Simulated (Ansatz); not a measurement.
HfO$_{2}$ (fluorite)

```
HfO2
1.0
    0.00000     2.52227     2.52227
    2.52227     0.00000     2.52227
    2.52227     2.52227     0.00000
Hf O
1 2
Direct
  0.00000   0.00000   0.00000
  0.25000   0.25000   0.25000
  0.75000   0.75000   0.75000
```

The slice is a {110} plane (indices of the conventional cell) through the point (0.000, 0.000, 0.000) (fractional), spanned by u = [100] and v = [1 -1 -1] in vectors of this cell: u (3.57 Å) and v (5.04 Å, at 90° to u). It covers one period; positions are fractions (u, v).

Method: PBEsol (plane waves to 420 eV, PAW, scalar-relativistic; Ansatz, an electronic-structure program). k mesh 11×11×11. These are valence fields of a PAW run, semicore shells included where kept as valence: close to a nucleus they are smooth pseudo fields. HfO2 is run without spin polarisation. HfO2 was relaxed with its symmetry unable to fall. Spin-orbit coupling is left out, though Hf is heavy. The PAW data are Ansatz's earlier set. This is a high-temperature form of HfO2.

Three fields on this plane, each scaled to ten steps between its own extremes (0 low, 9 high; the total valence density on a logarithmic scale, the potential cut 8 eV below its top; x marks points blanked near nuclei; v = 0 in the bottom row):

Map A
```
|xxxxxx411122221114xxxxx|
|xxxxxx312466664213xxxxx|
|xxxxx4226xxxxxx6224xxxx|
|xxxxx225xxxxxxxx522xxxx|
|xxx4224xxxxxxxxxx4224xx|
|4321137xxxxxxxxxx731123|
|110015xxxxxxxxxxxx51001|
|000026xxxxxxxxxxxx62000|
|000137xxxxxxxxxxxx73100|
|0001369xxxxxxxxxx963100|
|0001369xxxxxxxxxx963100|
|00002479xxxxxxxx9742000|
|000013578xxxxxx87531000|
|00000123456666543210000|
|00000011122222211100000|
|00000000111111110000000|
|00000011122222211100000|
|00000123456666543210000|
|000013578xxxxxx87531000|
|00002479xxxxxxxx9742000|
|0001369xxxxxxxxxx963100|
|0001369xxxxxxxxxx963100|
|000137xxxxxxxxxxxx73100|
|000026xxxxxxxxxxxx62000|
|110015xxxxxxxxxxxx51001|
|4321137xxxxxxxxxx731123|
|xxx4224xxxxxxxxxx4224xx|
|xxxxx225xxxxxxxx522xxxx|
|xxxxx4226xxxxxx6224xxxx|
|xxxxxx312466664213xxxxx|
|xxxxxx411122221114xxxxx|
|xxxxxx410111111014xxxxx|
```

Map B
```
|xxxxxx111122221111xxxxx|
|xxxxxx233455554332xxxxx|
|xxxxx3457xxxxxx7543xxxx|
|xxxxx369xxxxxxxx963xxxx|
|xxx1248xxxxxxxxxx8421xx|
|0001259xxxxxxxxxx952100|
|000125xxxxxxxxxxxx52100|
|000125xxxxxxxxxxxx52100|
|000124xxxxxxxxxxxx42100|
|0000137xxxxxxxxxx731000|
|0000125xxxxxxxxxx521000|
|00000236xxxxxxxx6320000|
|000001236xxxxxx63210000|
|00000011234554321100000|
|00000000111221110000000|
|00000000001111000000000|
|00000000111221110000000|
|00000011234554321100000|
|000001236xxxxxx63210000|
|00000236xxxxxxxx6320000|
|0000125xxxxxxxxxx521000|
|0000137xxxxxxxxxx731000|
|000124xxxxxxxxxxxx42100|
|000125xxxxxxxxxxxx52100|
|000125xxxxxxxxxxxx52100|
|0001259xxxxxxxxxx952100|
|xxx1248xxxxxxxxxx8421xx|
|xxxxx369xxxxxxxx963xxxx|
|xxxxx3457xxxxxx7543xxxx|
|xxxxxx233455554332xxxxx|
|xxxxxx111122221111xxxxx|
|xxxxxx111111111111xxxxx|
```

Map C
```
|xxxxxx001578874000xxxxx|
|xxxxxx001467764100xxxxx|
|xxxxx0002xxxxxx2000xxxx|
|xxxxx000xxxxxxxx000xxxx|
|xxx0000xxxxxxxxxx0000xx|
|0000002xxxxxxxxxx200000|
|000012xxxxxxxxxxxx21000|
|001345xxxxxxxxxxxx54310|
|445567xxxxxxxxxxxx77554|
|6677888xxxxxxxxxx888776|
|8888998xxxxxxxxxx899888|
|99999998xxxxxxxx8999999|
|999999998xxxxxx88999999|
|99999999887777889999999|
|99999999888888889999999|
|99999999888888889999999|
|99999999888888889999999|
|99999999887777889999999|
|999999988xxxxxx89999999|
|99999998xxxxxxxx8999999|
|8888998xxxxxxxxxx899888|
|6677888xxxxxxxxxx888776|
|445577xxxxxxxxxxxx76554|
|001345xxxxxxxxxxxx54310|
|000012xxxxxxxxxxxx21000|
|0000002xxxxxxxxxx200000|
|xxx0000xxxxxxxxxx0000xx|
|xxxxx000xxxxxxxx000xxxx|
|xxxxx0002xxxxxx2000xxxx|
|xxxxxx001467764100xxxxx|
|xxxxxx000478875100xxxxx|
|xxxxxx000478874000xxxxx|
```

Question: Assign the maps to these fields: density of the highest valence band (whole band, smooth part); electron localisation function (ELF); electrostatic potential energy of an electron, from the cell's mean.

Answer: A is the electron localisation function (ELF); B is the density of the highest valence band (whole band, smooth part); C is the electrostatic potential energy of an electron, from the cell's mean.
